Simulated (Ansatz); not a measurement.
Ni:
```yaml
crystal:
  lattice:
    - [0.00000, 1.71205, 1.71205]
    - [1.71205, 0.00000, 1.71205]
    - [1.71205, 1.71205, 0.00000]
  atoms:
    - { symbol: Ni, position: [0.00000, 0.00000, 0.00000], spin: 0.6 }
```

Relaxed with LDA. Special points in fractions of this cell's reciprocal vectors: Γ (0.000, 0.000, 0.000); X (0.500, 0.000, 0.500); U (0.625, 0.250, 0.625); K (0.375, 0.375, 0.750); L (0.500, 0.500, 0.500); W (0.500, 0.250, 0.750).

Problem. List the band energies nearest the Fermi level at these points for the program Ansatz at the LDA level (PAW).

Solution. In eV from the Fermi level; about four levels below and three above (degenerate sets whole), none deeper than 8.9 eV; … stands for higher levels left out; points with the same levels are listed once.

```csv
k,below,above
Γ ↑,-2.63 -2.63 -2.63,…
X ↑,-4.65 -0.50 -0.36 -0.36,…
U ↑,-4.12 -2.28 -1.14 -0.65,…
L ↑,-2.64 -2.64 -0.53 -0.53,…
W ↑,-3.37 -3.37 -1.40 -0.35,…
Γ ↓,-1.97 -1.97 -1.97,…
X ↓,-4.83 -4.11,0.14 0.40 0.40
U ↓,-4.00 -3.63 -1.74 -0.54,0.09 …
L ↓,-4.95 -2.05 -2.05 -0.48,…
W ↓,-3.80 -2.83 -2.83 -0.82,0.40 …
```

Space group Fm-3m (fcc (Cu type)). Symmetry was held in the LDA relaxation. Magnetic state: ferromagnetic, chosen from 3 collinear starts compared on coarse meshes (ties went to the first, and starts can fall back to one state), not a proven ground state. Textbook magnetic order: ferromagnetic.

Potentials: the later of the program's two PAW sets.
